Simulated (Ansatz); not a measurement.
This cell of ZrGeS (space group P4/nmm) is off equilibrium:

```
CELL_PARAMETERS angstrom
      3.54084     0.00000     0.00000
      0.00000     3.54084     0.00000
      0.00000     0.00000     7.85249
ATOMIC_POSITIONS crystal
  Zr 0.00000 0.50000 0.72297
  Zr 0.50000 0.00000 0.27703
  Ge 0.50000 0.50000 0.00000
  Ge 0.00000 0.00000 0.00000
  S  0.00000 0.50000 0.38016
  S  0.50000 0.00000 0.61984
```

The numbers are results of PBEsol (plane waves to 420 eV, PAW, scalar-relativistic; Ansatz, a quantum-chemistry and plane-wave program), not measurements. k mesh 13×13×6 (Γ-centred), Fermi-Dirac smearing 0.05 eV. E stands for the smeared free energy. Stress and pressure are positive under compression. ZrGeS is run without spin polarisation. ZrGeS was relaxed with its symmetry unable to fall.

### Question
Give the stress tensor in GPa and the pressure.

### Answer
```
    7.6      0.0      0.0
    0.0      7.6      0.0
    0.0      0.0      7.5
```
The pressure, a third of the trace, is 7.6 GPa.

### Question
It is the relaxed cell scaled evenly to V/V₀ = 0.950, atoms relaxed where free. What is its energy relative to the relaxed cell?

### Answer
19 meV/atom.

(A scan under strain: stresses follow from slopes of the energy per volume, elastic moduli from its curvatures.)
